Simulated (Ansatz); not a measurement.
### Question
Each is relaxed and computed with the program Ansatz at the r²SCAN level (PAW). Which is the only one with a gap?
A) CdSiN2, R-3m (Cd on 3a, Si on 3b, N on 6c)
B) YSi, Cmcm (Y on 4c, Si on 4c)
C) Co2Si, P4/nmm (Co on 2a, Co on 2c, Si on 2c)
D) Nb3Si2, P4/mbm (Nb on 2a, Nb on 4h, Si on 4g)

### Answer
A, CdSiN2, R-3m (Cd on 3a, Si on 3b, N on 6c). CdSiN2: gap 1.58 eV (indirect); Co2Si: metal; Nb3Si2: metal; YSi: metal. Spin orders computed, not proven ground states: Co2Si, P4/nmm (Co on 2a, Co on 2c, Si on 2c) ferromagnetic. Constructed cells (a structure type filled with these elements, in neither database checked): Co2Si, P4/nmm (Co on 2a, Co on 2c, Si on 2c). Typed or built starts, not in the databases checked: CdSiN2, R-3m (Cd on 3a, Si on 3b, N on 6c). Standing as an ambient phase not checked: Nb3Si2, P4/mbm (Nb on 2a, Nb on 4h, Si on 4g); YSi, Cmcm (Y on 4c, Si on 4c). All cells were relaxed under the symmetry of their starts (and spin orders); stability against distortions was not tested throughout. Rows with no word on spin ran without spin polarisation. Scalar-relativistic: spin–orbit coupling is off unless named, which matters more the heavier the elements.

Potentials: the later of the program's two PAW sets.
